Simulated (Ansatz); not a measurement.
**Lu (dhcp): energy against volume**

All numbers below come from DFT, PBEsol, plane waves (420 eV) with PAW, scalar-relativistic (Ansatz). The PAW files were generated under PBE, with cores re-solved for the functional.

The cell is scaled uniformly from the relaxed one, with fractional coordinates and shape fixed. Energies are extrapolated to zero smearing, pressures are those at the given smearing. Magnetic state: spin not included.

A Birch-Murnaghan fit gives V₀ = 27.18 Å³/atom, B₀ = 47 GPa, B₀′ = 3.5.

(1) What are the energy above the minimum and the pressure at 25.129 Å³/atom?

(2) What are the energy above the minimum and the pressure at 26.222 Å³/atom?

(3) What are the energy above the minimum and the pressure at 29.499 Å³/atom?

Answers

(1) 25.4 meV/atom and 4.44 GPa as computed.

(2) 5.2 meV/atom and 2.01 GPa as computed.

(3) 25.8 meV/atom and -3.14 GPa as computed.
